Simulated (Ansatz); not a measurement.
In DFT-r²SCAN in the program Ansatz with PAW potentials, Sn in the hcp (Mg type) structure (P6_3/mmc) relaxes to a = 3.315 Å, c = 5.678 Å. Sn has 12 nearest neighbours from 3.31 Å (anticuboctahedral).

Electronic character: metallic (no gap). Gap from r²SCAN with spin–orbit coupling: none (metallic).

An equation-of-state fit gives a bulk modulus of 51.7 GPa. The relaxed-ion elastic constants in GPa are C11 = 72.4, C12 = 52.5, C13 = 39.2, C33 = 63.5, C44 = 11.8. The elastic constants imply a Debye temperature near 142 K.

The start of the workflow was typed in or built on a structure type; neither database checked (COD, Materials Project) lists it. It is not the phase usual at ambient conditions (space group No. 141). The cell keeps a stress of up to 0.2 GPa. The r²SCAN relaxation kept the symmetry of its start; its stability against distortions is not shown here. As this level gives no gap, shear constants depend on the k-mesh and smearing (Fermi–Dirac, 0.1 eV here). Axis ratios of metals converge slowly with the k-mesh, so a and c are less sure than the volume. On the denser mesh and wider smearing of the elastic run this cell carries a stress of 0.6 GPa. Spin–orbit coupling is left out wherever it is not named.

Potentials: the earlier of the program's two PAW sets.
